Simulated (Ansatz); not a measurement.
A relaxed structure of TiPd is spoiled in several ways and relaxed again each time (noise and exchanges are one random draw each; squeezed and stretched starts keep its symmetry, which their runs cannot lower; pressure is positive under compression). These are PBEsol (plane waves to 420 eV, PAW, scalar-relativistic; Ansatz, a quantum-chemistry and plane-wave program) values and carry that method's errors.

```cif
data_Pd2Ti2
_chemical_formula_sum 'Ti2 Pd2'
_space_group_name_H-M_alt 'P21/m'
_space_group_IT_number 11
_space_group_name_Hall '-P 2yb'
_cell_length_a 2.75793
_cell_length_b 4.52225
_cell_length_c 4.84850
_cell_angle_alpha 90.000
_cell_angle_beta 92.819
_cell_angle_gamma 90.000
loop_
_atom_site_label
_atom_site_type_symbol
_atom_site_symmetry_multiplicity
_atom_site_Wyckoff_symbol
_atom_site_fract_x
_atom_site_fract_y
_atom_site_fract_z
_atom_site_occupancy
Ti1 Ti 2 e 0.04407 0.75000 0.30199 1
Pd1 Pd 2 e 0.50981 0.25000 0.18375 1
```

| change | first pressure (GPa) | largest first force (eV/Å) | released (eV/atom) | moves | outcome | final group | E − E(parent) (eV/atom) |
|---|---|---|---|---|---|---|---|
| squeezed uniformly to 70 % of its volume | 138.4 | 1.92 | 1.43 | 20 | ___ | ___ | ___ |
| with one Ti and one Pd atom exchanged in a cell of 4 atoms | 1.1 | 0.88 | 0.11 | 12 | trapped higher | Pmmn | +0.17 |
| deformed by the Cartesian strain tensor (xx, yy, zz, yz, xz, xy) = (0.025, -0.043, -0.078, 0.084, 0.056, 0.018) | ___ | 2.00 | ___ | 25 | ___ | ___ | ___ |

Task: Complete the blanks.

Result: 
- deformed by the Cartesian strain tensor (xx, yy, zz, yz, xz, xy) = (0.025, -0.043, -0.078, 0.084, 0.056, 0.018), first pressure (GPa): 29.0
- deformed by the Cartesian strain tensor (xx, yy, zz, yz, xz, xy) = (0.025, -0.043, -0.078, 0.084, 0.056, 0.018), released (eV/atom): 0.29
- deformed by the Cartesian strain tensor (xx, yy, zz, yz, xz, xy) = (0.025, -0.043, -0.078, 0.084, 0.056, 0.018), outcome: returns to the parent
- deformed by the Cartesian strain tensor (xx, yy, zz, yz, xz, xy) = (0.025, -0.043, -0.078, 0.084, 0.056, 0.018), final group: P2₁/m
- deformed by the Cartesian strain tensor (xx, yy, zz, yz, xz, xy) = (0.025, -0.043, -0.078, 0.084, 0.056, 0.018), E − E(parent) (eV/atom): 0.00
- squeezed uniformly to 70 % of its volume, outcome: returns to the parent
- squeezed uniformly to 70 % of its volume, final group: P2₁/m
- squeezed uniformly to 70 % of its volume, E − E(parent) (eV/atom): 0.00

The exchanged pair stays exchanged: it costs 0.7 eV for the cell of 4 atoms (one exchange in a very small cell, not a dilute defect).

First-step values come from each run's starting, coarser k-mesh (13×8×8, 12×7×7, 11×8×8). Each cell has its own k-point mesh; energy differences are given only to the digits this allows. No spin polarisation in the result.

The relaxation started from an entry of Materials Project.
